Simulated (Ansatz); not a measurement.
## How stiff is this cell of WSe₂?

Cell: a COD entry, its atoms then relaxed with PBE in this cell.

```
CELL_PARAMETERS angstrom
3.29000 0.00000 0.00000
-1.64500 2.84922 0.00000
0.00000 0.00000 12.97000
ATOMIC_POSITIONS crystal
W 0.33333 0.66667 0.25000
W 0.66667 0.33333 0.75000
Se 0.33333 0.66667 0.62029
Se 0.66667 0.33333 0.12029
Se 0.33333 0.66667 0.87971
Se 0.66667 0.33333 0.37971
```

Atoms are numbered from 1 in the order listed; like atoms form one site, named after its first atom.

Level of theory: DFT, PBE, plane waves and PAW, scalar-relativistic, collinear spin, 420 eV cutoff, Γ-centred 15×15×4 k-points, Fermi–Dirac smearing 0.02 eV (Ansatz 0.2.0). Start moments as typed (μB): 2 on each W, none on the rest.

The cell is stretched along z (the third Cartesian axis of the run's cell), x and y held, and the ions relax again each time. Tension counts as positive.

```
strain along z (%)  stress along z (GPa)  stress along x (GPa)  gap on the k-mesh (eV)
                -3                  -5.3                  -3.5                    0.84
                -2                  -4.4                  -3.2                    0.89
                -1                     ?                     ?                       ?
                 0                  -3.0                  -2.9                    0.99
                +1                  -2.5                  -2.7                    1.04
                +2                  -2.0                  -2.6                    1.09
                +3                  -1.6                  -2.5                    1.14
```

Problem. Estimate the row at -1 % from the others.

Solution. stress along z (GPa): -3.7; stress along x (GPa): -3.0; gap on the k-mesh (eV): 0.94. Worked: parabolas through the other 6 rows give -3.7 and -3.0 GPa at -1 %. Their slopes at zero strain are 61 GPa (the stiffness along z) and 16 GPa (the coupling of z to x). They hold at this cell, where the calculated pressure is 2.9 GPa. The gap opens by 50 meV per per cent of stretch between the rows next to zero strain; the parabola gives 0.94 eV for the withheld row.

PBE gaps are too small, by a third to a half in many semiconductors; their changes with strain are better.

All values belong to this cell and structure model. The start moments die out, and the run ends without spin.
